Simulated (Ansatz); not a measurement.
Data:

Cs:
Space group I4₁/amd, origin choice 1 (No. 141); a = b = 5.0230 Å, c = 18.1877 Å, α = β = γ = 90.00°

| atom | site | symmetry | x | y | z |
|---|---|---|---|---|---|
| Cs | 4b | -4m2 | 0.0000 | 0.0000 | 0.5000 |
(The calculation used a cell of 2 atoms; values per cell refer to that cell.)

This is the PBEsol-relaxed structure.

### Question
All from DFT-PBEsol in the program Ansatz with PAW potentials, unless another level is named. Predict the highest zone-centre frequency.

### Answer
4.6 meV.

### Question
Predict the bulk modulus (Birch–Murnaghan fit).

### Answer
1.8 GPa.

Space group I4_1/amd. The workflow started from a Materials Project entry (that database holds measured and hypothetical structures alike); the Crystallography Open Database copy checked does not list it. It is not the phase usual at ambient conditions (space group No. 229). The PBEsol relaxation kept the symmetry of its start; of distortions, only those at the zone centre were tested. Axis ratios of metals converge slowly with the k-mesh, so a and c are less sure than the volume. Spin–orbit coupling is left out wherever it is not named.

Potentials: the earlier of the program's two PAW sets.
